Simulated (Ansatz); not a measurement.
Relaxed-ion elastic tensor of Mn2B in space group I4/mcm (No. 140; Mn on 8h, B on 4a) in GPa (Voigt order), DFT-PBEsol in the program Ansatz with PAW potentials; density 7.86 g/cm³, 8.50 Å³ per atom.

```
572  244  236  0.0  0.0  0.0
244  572  236  0.0  0.0  0.0
236  236  535  0.0  0.0  0.0
0.0  0.0  0.0  237  0.0  0.0
0.0  0.0  0.0  0.0  237  0.0
0.0  0.0  0.0  0.0  0.0  174
```

**Question.** Is the crystal mechanically stable?

**Answer.** Yes: the smallest eigenvalue of C is 174 GPa.

**Question.** Work out the Voigt, Reuss and Hill averages.

**Answer.** K_V = 346, K_R = 345, K_H = 345; G_V = 194, G_R = 188, G_H = 191 GPa.

**Question.** Give Young's modulus, Poisson's ratio, Pugh's ratio and the universal anisotropy index.

**Answer.** E = 9KG/(3K + G) = 483 GPa; ν = 0.27; K/G = 1.81 (near the Pugh limit of 1.75, no verdict); A_U = 5G_V/G_R + K_V/K_R − 6 = 0.17.

**Question.** Estimate the sound speeds and the Debye temperature.

**Answer.** v_l = √((K + 4G/3)/ρ) = 8730 m/s, v_t = √(G/ρ) = 4930 m/s, mean 5480 m/s; Θ = (h/k)(3n/4πV)^(1/3) v_m = 800 K.

**Question.** Solve the Christoffel equation for the three sound speeds along x, y, z.

**Answer.** Eigenvalues of C_ijkl n_j n_l equal ρv². In km/s, slowest first: x 4.71, 5.49, 8.53; y 4.71, 5.49, 8.53; z 5.49, 5.49, 8.25.

**Question.** How much does each axis shrink under pressure?

**Answer.** Linear compressibilities β_i = Σ_j S_ij (j = 1 to 3): x 0.92, y 0.92, z 1.1 per TPa.

The workflow started from a Materials Project entry (that database holds measured and hypothetical structures alike); the Crystallography Open Database files this formula in space group No. 140, but the cells were not matched. Whether it is the stable phase at ambient conditions was not checked. The PBEsol relaxation kept the symmetry of its start; whether a distortion lowers the energy is not shown. The workflow began spin-polarised and lost its moments. As this level gives no gap, shear constants depend on the k-mesh and smearing (Fermi–Dirac, 0.1 eV here). On the denser mesh and wider smearing of the elastic run this cell carries a stress of 0.9 GPa.

Potentials: the later of the program's two PAW sets.
